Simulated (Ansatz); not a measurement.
Cu$_{3}$N:
```yaml
crystal:
  lattice:
    - [0.00000, 2.78960, 2.78960]
    - [2.78960, 0.00000, 2.78960]
    - [2.78960, 2.78960, 0.00000]
  atoms:
    - { symbol: N, position: [0.00000, 0.00000, 0.00000] }
    - { symbol: Cu, position: [0.50000, 0.50000, 0.50000] }
    - { symbol: Cu, position: [0.25000, 0.25000, 0.25000] }
    - { symbol: Cu, position: [0.75000, 0.75000, 0.75000] }
```

Relaxed with PBE. Special points in fractions of this cell's reciprocal vectors: Γ (0.000, 0.000, 0.000); X (0.500, 0.000, 0.500); U (0.625, 0.250, 0.625); K (0.375, 0.375, 0.750); L (0.500, 0.500, 0.500); W (0.500, 0.250, 0.750).

Q: List the band energies nearest the Fermi level at these points for plane-wave PAW PBE (Ansatz code).

A: In eV from the Fermi level; about four levels below and three above (degenerate sets whole), none deeper than 8.9 eV; points with the same levels are listed once.

```tsv
k	below	above
Γ	-1.50 -1.50 -0.09 -0.09 -0.09	6.41 6.41 6.41
X	-1.53 -1.33 -1.33 -1.30	0.40 3.83 4.41
U	-1.36 -1.33 -1.27 -1.20	1.15 3.32 3.84
L	-1.70 -1.70 -1.55 -0.97	0.02 0.02 2.88
W	-1.74 -1.74 -1.31 -1.31 -1.19	2.55 2.93 3.93 3.93
```

Space group Fm-3m. The cell is a constructed one: a structure type filled with these elements; neither database checked (COD, Materials Project) lists it. COD files the formula under space group No. 221, so this cell is another polymorph or a model. Its standing as an ambient phase is unchecked. The cell was relaxed with PBE under the symmetry of its start; its stability against distortions is not shown here. The run is not spin-polarised.

Potentials: the later of the program's two PAW sets.
